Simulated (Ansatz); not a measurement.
One crystal and one scan (energy over volume and axial ratio) at two levels, r2SCAN (plane waves to 500 eV, PAW, scalar-relativistic; Ansatz, a program for electronic structure) and PBE (plane waves to 420 eV, PAW, scalar-relativistic; Ansatz), each from its own relaxed cell and on its own mesh. The cell shown is that of r2SCAN.

CsCl (CsCl type)

```
CELL_PARAMETERS angstrom
      4.14031     0.00000     0.00000
      0.00000     4.14031     0.00000
      0.00000     0.00000     4.14031
ATOMIC_POSITIONS crystal
  Cs 0.00000 0.00000 0.00000
  Cl 0.50000 0.50000 0.50000
```

The relaxed cell is deformed in two ways at once: its volume V is scaled, and at that volume it is stretched along z (the c axis of the conventional cell) so that c/a changes. Fractional atomic positions are held.

E stands for the smeared free energy. CsCl was relaxed with its symmetry unable to fall. Percentages come from the unrounded values. Both scans cover V/V₀ from 0.960 to 1.040 and (c/a)/(c/a)₀ from 0.880 to 1.120.

Results of r2SCAN:

```
Property                                                     Result
-----------------------------------------------------------  ------
Lattice constant a (Å)                                        4.140
Band gap of the relaxed cell, no spin-orbit coupling (eV)      5.91
Shear modulus C′ = (C11 − C12)/2 (fit, atoms clamped) (GPa)    14.0
```

Problem. What does PBE give for the same quantities?

Solution. 
| quantity | PBE | r2SCAN − PBE |
|---|---|---|
| Lattice constant a (Å) | 4.205 | -0.065 (-1.5 %) |
| Band gap of the relaxed cell, no spin-orbit coupling (eV) | 5.01 | +0.90 (+18 %) |
| Shear modulus C′ = (C11 − C12)/2 (fit, atoms clamped) (GPa) | 13.5 | +0.5 (+4 %) |

r2SCAN gives the higher value for: band gap of the relaxed cell, no spin-orbit coupling; shear modulus C′. r2SCAN gives the lower value for: lattice constant a. Neither level is exact: the differences show how much the result hangs on the functional.

(A scan under strain: stresses follow from slopes of the energy per volume, elastic moduli from its curvatures.)
